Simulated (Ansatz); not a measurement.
SrZrO3:
```cif
data_O6Sr2Zr2
_chemical_formula_sum 'Sr2 Zr2 O6'
_space_group_name_H-M_alt 'P 1'
_space_group_IT_number 1
_cell_length_a 5.78014
_cell_length_b 5.78014
_cell_length_c 5.78014
_cell_angle_alpha 60.292
_cell_angle_beta 60.292
_cell_angle_gamma 60.292
loop_
_space_group_symop_operation_xyz
  'x, y, z'
loop_
_atom_site_label
_atom_site_type_symbol
_atom_site_fract_x
_atom_site_fract_y
_atom_site_fract_z
_atom_site_occupancy
Sr1 Sr 0.26698 0.26698 0.26698 1
Sr2 Sr 0.76698 0.76698 0.76698 1
Zr1 Zr 0.01163 0.01163 0.01163 1
Zr2 Zr 0.51163 0.51163 0.51163 1
O1 O 0.75301 0.18927 0.32939 1
O2 O 0.32939 0.75301 0.18927 1
O3 O 0.18927 0.32939 0.75301 1
O4 O 0.82939 0.68927 0.25301 1
O5 O 0.25301 0.82939 0.68927 1
O6 O 0.68927 0.25301 0.82939 1
```

Relaxed with PBEsol.

Q: Decompose the optical modes at the zone centre into irreducible representations, and say which are infrared and Raman allowed.

A: Point group 3m: Γ_opt = 4A1 + 5A2 + 9E. Infrared: A1, E. Raman: A1, E.

Q: Assign frequencies (DFPT, PBEsol in the plane-wave PAW code Ansatz; without the LO–TO term).

A: E 19, A1 53, A2 87, E 126, E 165, E 192, A1 208, E 231, A1 263, A2 276, E 320, A2 322, A2 355, E 397, A1 488, E 513, E 551, A2 789 cm⁻¹.

Space group R3c. The start of the workflow was typed in or built on a structure type; neither database checked (COD, Materials Project) lists it. COD files the formula under space group No. 62, 63, 221. Whether it is the stable phase at ambient conditions was not checked. The PBEsol relaxation kept the symmetry of its start; its stability against distortions is not shown here. No spin polarisation was allowed.

Potentials: the earlier of the program's two PAW sets. The files were generated under PBE; for other functionals the program regenerates the frozen cores, and for LDA and PBEsol the local potential too.
